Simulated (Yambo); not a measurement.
G0W0@LDA for K$_{2}$LiRhF$_{6}$ (space group Fm-3m, No. 225) in Yambo. Reference settings: 2×2×2 Γ-centred k mesh, bands 6 to 200 and a 7 Ry block in the screening, 200 bands in G with the Bruneval-Gonze terminator, plasmon pole fitted at 27.2 eV. The LDA gap X → X on this mesh is 1.75 eV; G0W0 gaps are taken between the same points.

Gap (X → X) in eV against the number of bands and the screening block, terminator on:

| bands (W and G) | 2 Ry | 3 Ry | 4 Ry | 6 Ry | 7 Ry |
|---|---|---|---|---|---|
| 62 | 6.285 | 6.068 | 5.873 | 5.800 | 5.794 |
| 87 | 5.941 | 5.744 | 5.577 | 5.496 | 5.488 |
| 120 | 5.909 | 5.691 | 5.502 | 5.422 | 5.419 |
| 158 | 5.876 | 5.657 | 5.468 | 5.381 | 5.374 |
| 200 | 5.868 | 5.651 | 5.459 | 5.367 | 5.367 |

Rough cost of the Yambo step against the reference (shared machines):

```csv
bands (W and G),2 Ry,3 Ry,4 Ry,6 Ry,7 Ry
62,1/5,1/5,1/5,1/4,1/5
87,1/4,1/4,1/4,1/3,1/3
120,1/3,1/2,1/3,1/3,~1
158,~1,1/2,1/2,~1,~1
200,~1,~1,~1,~1,1
```

At the largest block the last step in bands moves the gap by -0.007 eV; at the most bands the last step in the block moves it by 0.000 eV.

Spin-orbit splittings are left out.

Geometry of the Materials Project entry, not relaxed at this level; primitive cell a = b = c = 5.6652 Å, α = β = γ = 60.00°.

The structure is a Materials Project entry; no match was found in the copy of COD used, and its stability was not checked.
